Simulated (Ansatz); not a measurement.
SiO$_{2}$ in space group R32 (No. 155; Si on 9e, O on 9e, O on 9d), r²SCAN (plane waves, PAW; program Ansatz). The conduction-band minimum lies at Γ, with 1 equivalent valley. Second derivatives d²E/dk² of the lowest band at one valley (eV·Å²), along Cartesian directions:

| direction | d²E/dk² |
|---|---|
| [100] | 13.28 |
| [010] | 13.28 |
| [001] | 13.31 |
| [110] | 13.28 |
| [101] | 13.29 |
| [011] | 13.29 |

### Question
Find the principal effective masses, the density-of-states mass and the conductivity mass.

### Answer
Off-diagonal terms follow from H_xy = H[110] − (H_xx + H_yy)/2, and m*/mₑ = 7.620 eV·Å² over each eigenvalue: 0.57, 0.57, 0.57. One valley's DOS mass (m₁m₂m₃)^(1/3) = 0.57, conductivity mass 3/(Σ 1/mᵢ) = 0.57 mₑ.

### Question
What effective density of states Nc follows at 300 K for parabolic valleys?

### Answer
Nc = 2.509e19 × 1 × (0.57)^(3/2) ≈ 1.1e19 cm⁻³.

### Question
With the computed static dielectric constant 3.45 (mean of the diagonal), estimate a hydrogenic donor's binding energy and radius.

### Answer
E = 13.606 eV × 0.57/3.45² ≈ 650 meV; a = 0.529 Å × ε/m* ≈ 3.2 Å. Semilocal masses tend to be too small when the gap is underestimated.

The workflow started from a Materials Project entry (that database holds measured and hypothetical structures alike); the Crystallography Open Database copy checked does not list it. It is not the phase usual at ambient conditions (space group No. 92, 152, 154). The cell was relaxed with r²SCAN under the symmetry of its start; phonons show weakly imaginary modes.

Potentials: the later of the program's two PAW sets.
